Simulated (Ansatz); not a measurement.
Fitting the PBE energy curve of BaCa3O4

```
Ba Ca O
1.0
     5.10825    0.00000    0.00000
     0.00000    5.10825    0.00000
     0.00000    0.00000    5.10825
Ba Ca O
1 3 4
Direct
  0.50000 0.50000 0.50000
  0.50000 0.00000 0.00000
  0.00000 0.50000 0.00000
  0.00000 0.00000 0.50000
  0.00000 0.50000 0.50000
  0.50000 0.00000 0.50000
  0.50000 0.50000 0.00000
  0.00000 0.00000 0.00000
```

The cell comes from a database or a generator and needn't be the stable form of this composition.

The cell was scaled at fixed shape and fractions and run with Ansatz, Ansatz PAW, cutoff 420 eV; PBE, k mesh 5 × 5 × 5 on the cell of 8 atoms, fermi-dirac occupations of 0.05 eV, no spin polarisation, no spin-orbit coupling. Energies are those that the program minimises, any entropy of the smearing included.

```tsv
V (Å³/atom)	energy over the lowest row (meV/atom)
15.6622	9.852
15.9955	2.758
16.3287	0.000
16.6619	1.142
16.9952	5.815
17.3284	?
17.6617	24.152
```

Task: Fit the third-order Birch-Murnaghan form, give V0, B0 and B′, and predict the energy left open.

Result: With y = (V0/V)^(2/3), E = E0 + (9 V0 B0/16) [(y - 1)³ B′ + (y - 1)² (6 - 4y)]. Least squares through the rows shown give V0 = 16.3913 Å³/atom, E0 = -0.066 meV, B0 = 90.26 GPa (1 eV/Å³ = 160.218 GPa) and B′ = 4.45, with a largest miss of 0.013 meV. At V = 17.3284 the form with these constants gives 13.575 meV; the run gave 13.581 meV an atom.
